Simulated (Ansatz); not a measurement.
PtSe2: field gradients at two levels of theory

Cell: a structure deposited in the COD whose atoms were relaxed with PBE, the cell held.

```cif
data_structure
_symmetry_space_group_name_H-M 'P 1'
_symmetry_Int_Tables_number 1
_cell_length_a 3.7278
_cell_length_b 3.7278
_cell_length_c 5.0313
_cell_angle_alpha 90.000
_cell_angle_beta 90.000
_cell_angle_gamma 120.000
_cell_volume 60.55
loop_
_atom_site_label
_atom_site_type_symbol
_atom_site_fract_x
_atom_site_fract_y
_atom_site_fract_z
_atom_site_occupancy
Pt1 Pt 0.00000 0.00000 0.00000 1
Se2 Se 0.33333 0.66667 0.26021 1
Se3 Se 0.66667 0.33333 0.73979 1
```

Atoms are numbered from 1 in the order listed; like atoms form one site, named after its first atom.

First run. Level of theory: DFT, PBE, plane waves and PAW, scalar-relativistic, 420 eV cutoff, Γ-centred 14×14×9 k-points, Fermi–Dirac smearing 0.05 eV (Ansatz 0.2.0).

```csv
site,atom,V_zz (10²¹ V/m²),η
Pt,1,8.76,0.00
Se,2,-2.94,0.00
```

Second run. The same atoms and settings, except that the functional is LDA.

Problem. Given the first result, estimate the second.

Solution. 

```json
{"site": "Pt", "atom": "1", "V_zz": "8.93", "η": "0.00", "change of V_zz": "+0.17"}
{"site": "Se", "atom": "2", "V_zz": "-2.53", "η": "0.00", "change of V_zz": "+0.41"}
```

The largest change of V_zz is on Se, from -2.94 to -2.53. In per cent, |V_zz| changes by +2 on Pt, -14 on Se (all sites that start above 2).

With no gap above 0.1 eV, as in a metal, the gradients converge slowly in k; expect changes of a tenth or more on a denser mesh. Spin–orbit coupling is left out, which shifts gradients on Pt by a few per cent in wide-gap crystals, and can shift them far more where the calculated gap is small or absent, as here.
For the first run: At this cell the principal stresses reach 5 GPa in size with PBE, which can matter for small gradients.
For the second run: The largest force is 0.4 eV/Å, so the atoms aren't at the calculated equilibrium and relaxing them would move these values.
